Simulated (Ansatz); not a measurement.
Cu Kα1 powder pattern (kinematic, no thermal factors).
2θ (°) (relative intensity): 23.98 (72), 28.79 (17), 31.67 (44), 40.12 (58), 42.19 (100), 49.11 (9), 51.87 (3), 53.70 (54), 54.65 (21), 59.62 (18), 66.15 (4), 66.70 (7), 69.00 (3), 71.36 (9), 71.45 (2), 75.72 (17), 77.12 (17), 81.64 (13), 85.75 (15), 86.53 (11), 86.62 (1)

The pattern is computed from a structure relaxed with DFT PBE, scalar-relativistic, plane waves, PAW (Ansatz). No spin polarisation. Its elements are Li, Si.

Give the structure.

LiSi2.
Space group P6_3/mmc (No. 194). a = 4.281 Å, b = 4.281 Å, c = 5.646 Å, α = 90.00°, β = 90.00°, γ = 120.00°
```tsv
atom	site	symmetry	x	y	z
Li	2b	-6m2	0.0000	0.0000	0.2500
Si	4f	3m.	0.6667	0.3333	0.0341
```

A pattern alone doesn't exclude other cells with like lines; this is the one computed.

The cell was found from a structure generator's guess, not taken from experiment.
